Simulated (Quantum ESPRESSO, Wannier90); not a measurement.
SrNiF$_{6}$ (R-3m), plane waves to Wannier functions

```xyz
8
Lattice="3.5521 2.0508 2.2037 -3.5521 2.0508 2.2037 0.0000 -4.1016 2.2037" Properties=species:S:1:pos:R:3 pbc="T T T"
Sr     0.0000     0.0000     3.3055
Ni     0.0000     0.0000     0.0000
F      0.0000    -1.4186    -1.0751
F      0.0000     1.4186     1.0751
F      1.2285     0.7093    -1.0751
F     -1.2285    -0.7093     1.0751
F     -1.2285     0.7093    -1.0751
F      1.2285    -0.7093     1.0751
```

Structure: Materials Project mp-555718, symmetrised, not relaxed again. COD (Crystallography Open Database) has an entry of this formula and space group (matched by these alone). Computed values, not measurements, from PBEsol: Quantum ESPRESSO (norm-conserving PseudoDojo potentials, cutoff 79 Ry, no spin polarisation, no spin-orbit coupling) on a Γ-centred 4×4×4 mesh, then Wannier90. Density: 8×8×8 mesh, cold smearing 0.01 Ry.

Bands 36-37 form an isolated set from 1.21 to 1.74 eV relative to the valence-band maximum (on the path) and are turned into 2 Wannier functions by minimising the spread from the start: SCDM (isolated).

Problem. Where do the functions sit, how wide are they and what are they made of?

Solution. 
| functions | spread (Å²) | nearest atom, distance (Å) | second atom, distance (Å) | weight on atomic waves |
|---|---|---|---|---|
| 2 | 2.07 | Ni 0.00 | F 1.78 | Ni 3d 51 %, F 2p 44 % |

Ω_I = 4.12 Å², Ω_total = 4.13 Å²; the interpolated bands follow pw.x to 1.7 meV rms on the path. Only this start was tried; a symmetric start can stop on a saddle, and mixtures of these functions could lower the total by at most Ω_total − Ω_I.
